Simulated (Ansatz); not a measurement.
Method: Ansatz, DFT PBE, scalar-relativistic, plane waves, PAW, and for the lanthanide a 4f-in-core norm-conserving potential. Settings: cutoff 630 eV, Γ-centred meshes spaced at most about 0.3 Å⁻¹, and about 0.25 Å⁻¹ or finer for metals (2π included), Gaussian smearing. No spin polarisation in the final relaxations.

These are static total energies at zero pressure.

Two forms of CsDyPt were relaxed alike.

A.

```cif
data_structure
_symmetry_space_group_name_H-M 'P4/mmm'
_symmetry_Int_Tables_number 123
_cell_length_a 4.9259
_cell_length_b 4.9259
_cell_length_c 5.3471
_cell_angle_alpha 90.000
_cell_angle_beta 90.000
_cell_angle_gamma 90.000
_cell_volume 129.74
loop_
_atom_site_label
_atom_site_type_symbol
_atom_site_symmetry_multiplicity
_atom_site_Wyckoff_symbol
_atom_site_fract_x
_atom_site_fract_y
_atom_site_fract_z
_atom_site_occupancy
Cs1 Cs 1 a 0.00000 0.00000 0.00000 1
Dy1 Dy 1 d 0.50000 0.50000 0.50000 1
Pt1 Pt 1 c 0.50000 0.50000 0.00000 1
```

B.

```cif
data_structure
_symmetry_space_group_name_H-M 'P-6m2'
_symmetry_Int_Tables_number 187
_cell_length_a 5.3328
_cell_length_b 5.3328
_cell_length_c 3.3715
_cell_angle_alpha 90.000
_cell_angle_beta 90.000
_cell_angle_gamma 120.000
_cell_volume 83.03
loop_
_atom_site_label
_atom_site_type_symbol
_atom_site_symmetry_multiplicity
_atom_site_Wyckoff_symbol
_atom_site_fract_x
_atom_site_fract_y
_atom_site_fract_z
_atom_site_occupancy
Cs1 Cs 1 b 0.00000 0.00000 0.50000 1
Dy1 Dy 1 c 0.33333 0.66667 0.00000 1
Pt1 Pt 1 f 0.66667 0.33333 0.50000 1
```

Problem. Which is lower in energy, and by how much?

Solution. A is lower, by 0.32 eV/atom. A has space group P4/mmm (No. 123), 43.2 Å³/atom and no gap on its mesh; B has space group P-6m2 (No. 187), 27.7 Å³/atom and no gap. Counting all near atoms (those within 1.25 times the shortest distance at each site), A has Cs 4, Dy 2, Pt 2 and B has Cs 11, Dy 14, Pt 11. The lower one is the more open, so pressure narrows the difference. Even the lower one lies +0.19 eV/atom against the reference forms of the elements (uncorrected), so neither is stable at this level. In A, around Cs lie 4 Pt at 3.48 Å, 8 Dy at 4.39 Å, 4 Cs at 4.93 Å and 2 Cs at 5.35 Å; Dy has 2 Pt at 2.67 Å and 8 Cs at 4.39 Å; around Pt lie 2 Dy at 2.67 Å and 4 Cs at 3.48 Å. In B, around Cs lie 3 Pt at 3.08 Å, 2 Cs at 3.37 Å, 6 Dy at 3.51 Å, 6 Pt at 4.57 Å and 6 Cs at 5.33 Å; around Dy lie 2 Dy at 3.37 Å, 6 Pt at 3.51 Å and 6 Cs at 3.51 Å; Pt is surrounded by 3 Cs at 3.08 Å, 2 Pt at 3.37 Å and 6 Dy at 3.51 Å. Both come from invented guesses.

Spin–orbit coupling, which can matter for Pt, is left out. Cells relaxed within their symmetry can be saddle points.

The lanthanide is trivalent by construction, without f bands, f moments or other valences.
